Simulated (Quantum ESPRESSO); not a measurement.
## Calculated data, Al₂InGaAs₄ (made-up cell)

Calculation on a made-up crystal cell, not a measurement: periodic Kohn-Sham density functional theory in plane waves with PseudoDojo standard norm-conserving scalar-relativistic pseudopotentials, each functional with its own files (v0.5 for PBE, v0.4.1 for LDA and PBEsol), no spin polarisation, no spin-orbit coupling, atoms not relaxed, stress positive in tension, energies less a fixed whole-eV offset for each atom's element; levels are Kohn-Sham levels at fractions of this cell's reciprocal vectors, counted from the reference band (half the neutral cell's valence electrons, rounded up) at Gamma; error bars cover cutoff and k-mesh only, not smearing or the files; added strain carries the atoms with the cell, and shear is the tensor component; each bar is the largest change over components, and at least 0.002 eV, 0.002 eV per angstrom or 0.02 GPa; energies are for the whole cell, and the offsets were chosen from early runs and are not element reference energies. Program: Quantum ESPRESSO 7.5.

## Al₂InGaAs₄ (made-up cell)

```xyz
8
Lattice="5.8236 0.0570 -0.0329 0.0570 5.8939 0.0571 -0.0329 0.0571 5.8544" Properties=species:S:1:pos:R:3 Al2InGaAs4
Al     0.0801     0.0669    -0.0882
Ga    -0.0503     3.0077     2.9482
Al     2.8430     0.0171     2.9302
In     3.0042     3.0638     0.0308
As     1.4515     1.4992     1.4120
As     1.4501     4.4662     4.5350
As     4.3881     1.5969     4.3438
As     4.4327     4.4357     1.5035
```

- lattice type: zincblende/diamond
- functional: pbe
- cutoff: 1143 eV
- fermi dirac smearing: 0.025 eV
- scf tolerance: 1e-07 eV
- electrons removed: 0
- k mesh: 4 x 4 x 4, shifted by half a step
- stress yz: ?
- pressure: ?
- stress xx: ?

Atoms:
```csv
atoms element,atom site
Al,1
Ga,2
Al,3
In,4
As,5
As,6
As,7
As,8
```

Q: Give the missing stress yz for Al₂InGaAs₄ (made-up cell).
A: 1.082 GPa

Q: Give the missing pressure for Al₂InGaAs₄ (made-up cell).
A: 0.9994 GPa

Q: What stress xx does the calculation give for Al₂InGaAs₄ (made-up cell)?
A: -1.443 GPa

Q: Give the table of forces values for Al₂InGaAs₄ (made-up cell).
A: 
Forces:
```csv
site,x (eV/Å),y (eV/Å),z (eV/Å)
1,-0.6028,-0.1052,0.7409
2,0.8986,-0.5105,0.2211
3,0.2156,0.1387,-0.06002
4,0.2142,-1.414,0.2808
5,-0.3583,-0.3818,0.9499
6,-0.9528,1.002,-2.062
7,-0.04798,-0.9305,-0.5599
8,0.6334,2.202,0.4889
```

Further results for Al₂InGaAs₄ (made-up cell):

- stress yy: -0.661 GPa
- stress zz: -0.8936 GPa
- stress xz: -2.216 GPa
- stress xy: 1.682 GPa
- error bar stress: 0.02 GPa
- error bar force: 0.002 eV/Å
- error bars from: tighter rerun of this cell
